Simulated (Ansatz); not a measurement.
Structure relaxation, TiSi₂

The start is a randomly generated symmetric cell of TiSi2 (space group No. 119). The cell and all atomic positions are relaxed at zero pressure with PBE (plane waves to 420 eV, PAW, scalar-relativistic; Ansatz, a first-principles code). First-step values are on the input's coarse k-mesh.

Ansatz input (later rounds restart from its end on a renewed k-mesh):
Ansatz 0.2 input:
```yaml
crystal:
  lattice:
    - [-2.5598285, 2.5598285, 5.5959857]
    - [2.5598285, -2.5598285, 5.5959857]
    - [2.5598285, 2.5598285, -5.5959857]
  atoms:
    - { symbol: Si, position: [0.31754732, 0.31754732, 0.63509464] }
    - { symbol: Si, position: [0.68245268, 0.68245268, 0.36490536] }
    - { symbol: Si, position: [0.68245268, 0.31754732, 0] }
    - { symbol: Si, position: [0.31754732, 0.68245268, 0] }
    - { symbol: Si, position: [0.75154778, 0.75154778, 0] }
    - { symbol: Si, position: [0.24845222, 0.24845222, 0] }
    - { symbol: Ti, position: [0.05576143, 0.55576143, 0.5] }
    - { symbol: Ti, position: [0.44423857, 0.94423857, 0.5] }
    - { symbol: Ti, position: [0.25, 0.75, 0.5] }
basis: { ecutwfc: 420, ecutrho_ratio: 4, xc_grid: 2, fft_grid_basis: typed }
kpoints: { mp_grid: { grid: [6, 6, 6] } }
hamiltonian:
  xc: pbe
  dispersion: none
  pseudopotentials: { kind: paw }
scf: { occupations: { method: fermi_dirac, width: 0.05 } }
relax: { f_tol: 0.01, max_steps: 100, cell: { stress_tol: 0.02 } }
output: { forces: true, stress: true }
```

Q: By how much does the energy per atom fall from start to end?

A: About 2.6 eV/atom.

Q: How do the shortest distances between atoms change?

A: The closest pairs of elements (up to four, under 3.6 Å), start → end: Si–Si 1.87 → 2.55 Å; Si–Ti 1.98 → 2.44 Å; Ti–Ti 2.17 → 2.35 Å.

Q: Is the relaxed structure metallic? Give its gap.

A: Zero (metallic).

The space group stays I-4m2 (No. 119) (the run could not lower it), with 9 atoms in the primitive cell. Final values are on a 13×13×13 k-mesh of the relaxed cell. The start holds a very short contact (Si–Si 1.87 Å). No spin polarisation in the result.

The run could not lose the symmetry of its start: the end is stationary, and may be a saddle point rather than a minimum.

The relaxed structure here is a generated cell of TiSi2: the first start was made by a random draw of sites in a space group, and the end was not matched to a known phase here, so it may be hypothetical. Known forms of TiSi2 include space group No. 63, 70.
